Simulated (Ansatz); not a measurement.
## From the elastic tensor of MgO to moduli and sound speeds

Method: DFT HSE06, scalar-relativistic, plane waves, PAW (Ansatz). Cutoff 420 eV, 8×8×8 k-points (Γ-centred), fixed occupations. No spin polarisation.

Symmetry: Fm-3m, No. 225, cubic system. Conventional cell: a = 4.201 Å, b = 4.201 Å, c = 4.201 Å, α = 90.00°, β = 90.00°, γ = 90.00°. Around Mg (site symmetry m-3m) lie 6 O at 2.10 Å. O (site symmetry m-3m) is surrounded by 6 Mg at 2.10 Å.

The cell is the ideal cubic rocksalt prototype.

Relaxed-ion constants (GPa, on the Cartesian axes of the calculation):
```
306.6  97.5  97.5   0.0   0.0   0.0
 97.5 306.6  97.5   0.0   0.0   0.0
 97.5  97.5 306.6   0.0   0.0   0.0
  0.0   0.0   0.0 155.8   0.0   0.0
  0.0   0.0   0.0   0.0 155.8   0.0
  0.0   0.0   0.0   0.0   0.0 155.8
```

Density 3.610 g/cm³; 2 atoms in 18.54 Å³.

The values that follow are for a polycrystal of randomly turned grains, by Hill's mean where one number stands.

With S = C⁻¹: B_V = (C11+C22+C33+2(C12+C13+C23))/9, G_V = (C11+C22+C33−C12−C13−C23+3(C44+C55+C66))/15, 1/B_R = S11+S22+S33+2(S12+S13+S23), 15/G_R = 4(S11+S22+S33−S12−S13−S23)+3(S44+S55+S66); Hill is their mean. Then v_l = √((B+4G/3)/ρ), v_t = √(G/ρ), v_m = [(2/v_t³+1/v_l³)/3]^(−1/3) and Θ = (ħ/k_B)·v_m·(6π²n/V)^(1/3) for n atoms in the volume V; E = 9BG/(3B+G), ν = (3B−2G)/(2(3B+G)) and A^U = 5G_V/G_R + B_V/B_R − 6.

| Quantity | Value |
| --- | --- |
| Bulk modulus, Voigt / Reuss / Hill | 167.2 / 167.2 / 167.2 GPa |
| Shear modulus, Voigt / Reuss / Hill | 135.3 / 130.3 / 132.8 GPa |
| Young's modulus | 315 GPa |
| Poisson ratio | 0.186 |
| Pugh ratio B/G | 1.26 |
| Universal anisotropy index | 0.19 |
| Longitudinal and transverse sound speeds | 9765 and 6065 m/s |
| Debye temperature from the mean sound speed | 948 K |

Cost: 1 run of about 2.2 core-minutes, on AMD EPYC 7R43 (Zen 3) (shared hosts).